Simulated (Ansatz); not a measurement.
PbS:
```yaml
crystal:
  lattice:
    - [4.09302, 0.00000, 0.00000]
    - [-2.04651, 3.54466, 0.00000]
    - [0.00000, 0.00000, 7.54038]
  atoms:
    - { symbol: Pb, position: [0.00000, 0.00000, 0.98601] }
    - { symbol: Pb, position: [0.00000, 0.00000, 0.48601] }
    - { symbol: S, position: [0.33333, 0.66667, 0.19319] }
    - { symbol: S, position: [0.66667, 0.33333, 0.69319] }
```

Relaxed with r²SCAN+D4. Special points in fractions of this cell's reciprocal vectors: Γ (0.000, 0.000, 0.000); M (0.500, 0.000, 0.000); K (0.333, 0.333, 0.000); A (0.000, 0.000, 0.500); L (0.500, 0.000, 0.500); H (0.333, 0.333, 0.500).

Task: List the band energies nearest the valence-band maximum at these points for r²SCAN+D4 (plane waves, PAW; program Ansatz).

Result: In eV from the valence-band maximum; about four levels below and three above (degenerate sets whole), none deeper than 8.9 eV; points with the same levels are listed once.

```json
[
 {"k": "Γ", "below": "-2.07 -2.07 -1.72 -1.72 -0.02", "above": "1.13 3.70 3.70"},
 {"k": "M", "below": "-3.18 -2.06 -1.72 -1.00", "above": "0.66 2.60 2.93"},
 {"k": "K", "below": "-3.93 -3.93 -3.39 -3.39 -0.09", "above": "2.98 2.98 3.47 3.47"},
 {"k": "A", "below": "-1.89 -1.89 -1.89 -1.89 -1.44 -1.44", "above": "2.85 2.85 3.78 3.78 3.78 3.78"},
 {"k": "L", "below": "-2.70 -2.70 -2.59 -2.59", "above": "2.61 2.61 3.50 3.50"},
 {"k": "H", "below": "-2.42 -2.42 -2.05 -2.05", "above": "1.13 1.13 4.15 4.15"}
]
```

Space group P6_3mc. The workflow started from a Materials Project entry (that database holds measured and hypothetical structures alike); the Crystallography Open Database copy checked does not list it. It is not the phase usual at ambient conditions (space group No. 225). The r²SCAN+D4 relaxation kept the symmetry of its start; of distortions, only those at the zone centre were tested. Scalar-relativistic: spin–orbit coupling is off unless named, which matters more the heavier the elements.

Potentials: the later of the program's two PAW sets.
